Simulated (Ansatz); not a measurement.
AlNi (CsCl type, Pm-3m), a = b = c = 2.833 Å, α = β = γ = 90.00°.

Relaxed with LDA.

**Question.** Which orbitals make up the states near the Fermi level in LDA (plane waves, PAW; program Ansatz)?

**Answer.** Within 0.5 eV of the Fermi level: Ni 3d 57 %, Al 3p 30 %. Projections are on Löwdin-orthogonalised atomic valence shells; empty p or d shells of many metals are not among them.

**Question.** Tabulate the density of states.

**Answer.** States/eV per cell of 2 atoms, in 0.25 eV bins, energy from the Fermi level.

```csv
E (eV),total,Ni 3d,Al 3p,Al 3s
-7.85,0.35,0.02,0.16,0.12
-7.60,0.38,0.02,0.17,0.13
-7.35,0.41,0.03,0.18,0.14
-7.10,0.45,0.04,0.18,0.17
-6.85,0.47,0.06,0.19,0.18
-6.60,0.51,0.08,0.21,0.17
-6.35,0.55,0.11,0.22,0.18
-6.10,0.60,0.15,0.22,0.18
-5.85,0.67,0.21,0.23,0.19
-5.60,0.72,0.26,0.23,0.18
-5.35,0.63,0.23,0.23,0.13
-5.10,0.63,0.23,0.24,0.10
-4.85,0.67,0.26,0.25,0.09
-4.60,0.77,0.32,0.28,0.09
-4.35,1.22,0.62,0.41,0.09
-4.10,2.01,1.20,0.61,0.09
-3.85,1.53,1.00,0.40,0.07
-3.60,1.89,1.41,0.39,0.05
-3.35,2.97,2.32,0.59,0.01
-3.10,2.78,2.15,0.58,0.00
-2.85,1.53,1.27,0.20,0.00
-2.60,3.73,3.38,0.22,0.01
-2.35,4.03,3.75,0.15,0.01
-2.10,7.35,6.87,0.29,0.01
-1.85,4.53,4.21,0.20,0.01
-1.60,2.04,1.83,0.14,0.01
-1.35,0.68,0.53,0.10,0.01
-1.10,0.48,0.38,0.07,0.00
-0.85,0.62,0.47,0.11,0.00
-0.60,1.96,1.51,0.31,0.02
-0.35,1.14,0.75,0.27,0.04
-0.10,0.86,0.48,0.26,0.04
0.15,0.71,0.35,0.25,0.04
0.40,0.60,0.26,0.23,0.04
0.65,0.51,0.20,0.22,0.04
0.90,0.44,0.15,0.20,0.03
1.15,0.37,0.11,0.18,0.03
1.40,0.31,0.09,0.15,0.03
1.65,0.33,0.08,0.13,0.02
1.90,0.37,0.08,0.10,0.02
2.15,0.51,0.10,0.10,0.05
2.40,0.71,0.14,0.13,0.11
2.65,0.83,0.16,0.19,0.15
2.90,0.84,0.17,0.21,0.21
3.15,0.82,0.16,0.23,0.22
3.40,0.79,0.14,0.25,0.21
3.65,0.74,0.12,0.24,0.20
3.90,0.77,0.11,0.25,0.23
4.15,0.73,0.09,0.25,0.20
4.40,0.73,0.08,0.25,0.20
4.65,0.73,0.08,0.26,0.19
```

Symmetry was held in the LDA relaxation; of distortions, only those at the zone centre were tested. No spin polarisation was allowed.

Potentials: the later of the program's two PAW sets.
